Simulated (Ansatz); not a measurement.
TaN:
Space group Fm-3m (No. 225); a = b = c = 4.417 Å, α = β = γ = 90.00°

```json
[
 {"atom": "N", "site": "4a", "symmetry": "m-3m", "x": "0.0000", "y": "0.0000", "z": "0.0000"},
 {"atom": "Ta", "site": "4b", "symmetry": "m-3m", "x": "0.5000", "y": "0.5000", "z": "0.5000"}
]
```
(The calculation used a cell of 2 atoms; values per cell refer to that cell.)

Relaxed with PBE.

**Question.** Which orbitals make up the states near the Fermi level in DFT-PBE in the program Ansatz with PAW potentials?

**Answer.** Within 0.5 eV of the Fermi level: Ta 5d 79 %, N 2p 16 %. Projections are on Löwdin-orthogonalised atomic valence shells; empty p or d shells of many metals are not among them.

**Question.** Tabulate the density of states.

**Answer.** States/eV per cell of 2 atoms, in 0.25 eV bins, energy from the Fermi level.

| E (eV) | total | Ta 5d | N 2p | N 2s |
|---|---|---|---|---|
| -7.85 | 0.67 | 0.17 | 0.40 | 0.01 |
| -7.60 | 0.56 | 0.14 | 0.35 | 0.01 |
| -7.35 | 1.36 | 0.47 | 0.82 | 0.01 |
| -7.10 | 2.49 | 0.86 | 1.54 | 0.03 |
| -6.85 | 3.85 | 1.19 | 2.48 | 0.03 |
| -6.60 | 2.83 | 0.95 | 1.77 | 0.02 |
| -6.35 | 1.73 | 0.62 | 1.05 | 0.01 |
| -6.10 | 1.34 | 0.48 | 0.82 | 0.01 |
| -5.85 | 1.07 | 0.38 | 0.66 | 0.01 |
| -5.60 | 0.88 | 0.29 | 0.56 | 0.01 |
| -5.35 | 0.70 | 0.20 | 0.47 | 0.00 |
| -5.10 | 0.57 | 0.13 | 0.42 | 0.00 |
| -4.85 | 0.37 | 0.07 | 0.29 | 0.00 |
| -4.60 | 0.18 | 0.04 | 0.13 | 0.00 |
| -4.35 | 0.16 | 0.05 | 0.11 | 0.00 |
| -4.10 | 0.16 | 0.07 | 0.09 | 0.00 |
| -3.85 | 0.17 | 0.09 | 0.07 | 0.00 |
| -3.60 | 0.20 | 0.12 | 0.07 | 0.00 |
| -3.35 | 0.24 | 0.15 | 0.08 | 0.00 |
| -3.10 | 0.28 | 0.19 | 0.08 | 0.00 |
| -2.85 | 0.32 | 0.22 | 0.09 | 0.00 |
| -2.60 | 0.37 | 0.26 | 0.09 | 0.00 |
| -2.35 | 0.42 | 0.31 | 0.10 | 0.00 |
| -2.10 | 0.49 | 0.37 | 0.10 | 0.00 |
| -1.85 | 0.54 | 0.42 | 0.11 | 0.01 |
| -1.60 | 0.58 | 0.44 | 0.11 | 0.01 |
| -1.35 | 0.62 | 0.47 | 0.12 | 0.01 |
| -1.10 | 0.65 | 0.50 | 0.12 | 0.01 |
| -0.85 | 0.69 | 0.53 | 0.13 | 0.01 |
| -0.60 | 0.73 | 0.56 | 0.13 | 0.01 |
| -0.35 | 0.80 | 0.62 | 0.14 | 0.01 |
| -0.10 | 0.77 | 0.61 | 0.12 | 0.01 |
| 0.15 | 0.83 | 0.66 | 0.13 | 0.01 |
| 0.40 | 0.91 | 0.74 | 0.13 | 0.01 |
| 0.65 | 1.00 | 0.81 | 0.13 | 0.01 |
| 0.90 | 1.09 | 0.89 | 0.14 | 0.01 |
| 1.15 | 1.25 | 1.02 | 0.16 | 0.02 |
| 1.40 | 1.44 | 1.17 | 0.18 | 0.03 |
| 1.65 | 1.74 | 1.41 | 0.22 | 0.04 |
| 1.90 | 2.41 | 1.95 | 0.32 | 0.06 |
| 2.15 | 1.93 | 1.57 | 0.23 | 0.06 |
| 2.40 | 1.70 | 1.38 | 0.19 | 0.06 |
| 2.65 | 1.59 | 1.28 | 0.17 | 0.06 |
| 2.90 | 1.62 | 1.28 | 0.17 | 0.08 |
| 3.15 | 1.71 | 1.36 | 0.16 | 0.09 |
| 3.40 | 1.61 | 1.25 | 0.14 | 0.11 |
| 3.65 | 0.87 | 0.49 | 0.13 | 0.13 |
| 3.90 | 1.00 | 0.54 | 0.14 | 0.17 |
| 4.15 | 1.10 | 0.57 | 0.16 | 0.19 |
| 4.40 | 1.17 | 0.55 | 0.18 | 0.20 |
| 4.65 | 1.58 | 0.70 | 0.23 | 0.24 |

The cell was relaxed with PBE under the symmetry of its start. No spin polarisation was allowed. Scalar-relativistic: spin–orbit coupling is off unless named, which matters more the heavier the elements.

Potentials: the later of the program's two PAW sets.
